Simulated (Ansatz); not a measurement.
**Rocksalt alloy of MgS and MgSe (6 of 32 S sites exchanged), 64 atoms**

Ansatz, PAW, plane waves. PBEsol relaxation of volume and atoms (shape held) at the single k point (¼, ¼, ¼) without its symmetry partners; single points on the relaxed atoms at the Γ point alone, onto which points of the small cell's zone fold. Arrangement: quasirandom. No spin–orbit coupling unless named.

Relaxed structure:

```
S Se Mg
1.0
    10.46913    0.00000    0.00000
     0.00000   10.46913    0.00000
     0.00000    0.00000   10.46913
S Se Mg
26 6 32
Cartesian
  2.6238 0.0089 0.0010
  2.6249 0.0088 5.2368
  2.6175 5.2280 10.4633
  2.6174 5.2281 5.2434
  7.8495 5.2498 0.0009
  7.8510 5.2507 5.2367
  0.0256 2.6366 0.0099
  0.0252 2.6371 5.2275
  0.0012 7.8351 0.0019
  0.0008 7.8362 5.2380
  5.2076 2.6286 0.0011
  5.2086 2.6284 5.2371
  5.2331 7.8436 10.4630
  5.2326 7.8431 5.2444
  0.0164 0.0001 2.6191
  10.4667 5.2337 2.6179
  0.0061 5.2408 7.8529
  5.2145 10.4690 2.6204
  5.2051 10.4595 7.8554
  5.2322 5.2342 2.6201
  5.2221 5.2421 7.8539
  2.6168 2.6194 2.6200
  2.6246 2.6268 7.8537
  2.6238 7.8406 7.8540
  7.8506 7.8334 2.6207
  7.8417 7.8244 7.8553
  7.8444 10.4583 0.0098
  7.8449 10.4590 5.2335
  0.0146 10.4631 7.8546
  2.6154 7.8503 2.6188
  7.8492 2.6260 2.6201
  7.8447 2.6320 7.8551
  0.0653 0.0009 0.0594
  0.0668 0.0018 5.1795
  0.0136 5.2362 0.0125
  0.0144 5.2374 5.2215
  5.1692 0.0022 0.0165
  5.1698 0.0023 5.2237
  5.2192 5.2359 0.0049
  5.2193 5.2360 5.2344
  2.6165 2.6321 10.4585
  2.6165 2.6319 5.2495
  2.6165 7.8388 10.4151
  2.6164 7.8381 5.2911
  7.8521 2.6887 0.0023
  7.8528 2.6896 5.2386
  7.8517 7.7885 10.4597
  7.8505 7.7892 5.2507
  2.6275 0.0435 2.6175
  2.6648 10.4672 7.8522
  2.6178 5.1921 2.6177
  2.6264 5.2359 7.8529
  7.8342 10.4063 2.6220
  7.7820 10.3926 7.8562
  7.8475 5.2849 2.6186
  7.8340 5.2914 7.8520
  0.0533 2.6293 2.6184
  0.0652 2.6735 7.8537
  10.4246 7.8388 2.6195
  0.0008 7.7965 7.8533
  5.1791 2.6182 2.6189
  5.1725 2.6289 7.8535
  5.2749 7.8493 2.6186
  5.2301 7.8381 7.8528
```

**Question.** What are the mean bond lengths by pair (pairs within 1.2 times the sum of covalent radii, less contacts 15 % beyond the pair's median; cation–cation pairs of compounds aside; long ionic contacts are cut short by that bound)?

**Answer.** Mg–S 2.607 ± 0.026 Å (standard deviation, 156 bonds); Mg–Se 2.663 ± 0.028 Å (standard deviation, 36 bonds).

**Question.** What gap lies between the top filled and the lowest empty level in the single points?

**Answer.** HSE06 3.47 eV (13 s on NVIDIA GB200).
